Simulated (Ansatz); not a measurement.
AlN:
```cif
data_Al6N6
_chemical_formula_sum 'Al6 N6'
_space_group_name_H-M_alt 'P63mc'
_space_group_IT_number 186
_space_group_name_Hall 'P 6c -2c'
_cell_length_a 3.11818
_cell_length_b 3.11818
_cell_length_c 15.19865
_cell_angle_alpha 90.000
_cell_angle_beta 90.000
_cell_angle_gamma 120.000
loop_
_atom_site_label
_atom_site_type_symbol
_atom_site_symmetry_multiplicity
_atom_site_Wyckoff_symbol
_atom_site_fract_x
_atom_site_fract_y
_atom_site_fract_z
_atom_site_occupancy
Al1 Al 2 a 0.00000 0.00000 0.49964 1
Al2 Al 2 b 0.33333 0.66667 0.33389 1
Al3 Al 2 b 0.33333 0.66667 0.66673 1
N1 N 2 a 0.00000 0.00000 0.37450 1
N2 N 2 b 0.33333 0.66667 0.20803 1
N3 N 2 b 0.66667 0.33333 0.04091 1
```

Relaxed with PBE.

Give the optical modes at the zone centre with their infrared and Raman activity from DFPT, the program Ansatz at the PBE level (PAW).

Transverse frequencies, without the LO–TO term; a row sums one degenerate level.

```
ω (cm⁻¹)  degeneracy  IR ((D/Å)²/amu)  Raman (Å⁴/amu)  activity  symmetry
--------  ----------  ---------------  --------------  --------  --------
117                2             0.00             1.1     Raman        E2
120                2             0.00            0.49     Raman        E2
197                2             0.00               0    silent        E1
203                2             0.01            0.63  IR+Raman        E1
229                2             0.00           0.072     Raman        E2
241                1             0.00               0    silent        B1
246                1             0.00               0    silent        B1
443                1             0.72             1.7  IR+Raman        A1
451                1             0.01               0        IR        A1
556                1             0.00               0    silent        B1
623                1            99.99              55  IR+Raman        A1
628                2             0.00             7.3     Raman        E2
629                2             0.14               0        IR        E1
632                2            14.47             3.0  IR+Raman        E1
634                2             0.00              46     Raman        E2
638                2             0.00             7.7     Raman        E2
639                2           179.35              28  IR+Raman        E1
707                1             0.00               0    silent        B1
768                1             0.03             1.3  IR+Raman        A1
774                1             0.15            0.56  IR+Raman        A1
836                1             0.00               0    silent        B1
844                1             0.00               0    silent        B1
```

How high does the top mode go among those that the LO–TO term moves?

872 cm⁻¹ for q along x, 872 cm⁻¹ for q along y, 865 cm⁻¹ for q along z.

Space group P6_3mc. The cell is a constructed one: a structure type filled with these elements. Its sites differ from those of the usual phase in this space group: another stacking or structure type. The cell was relaxed with PBE under the symmetry of its start; phonons on a q-mesh show no instability.

Potentials: the later of the program's two PAW sets.
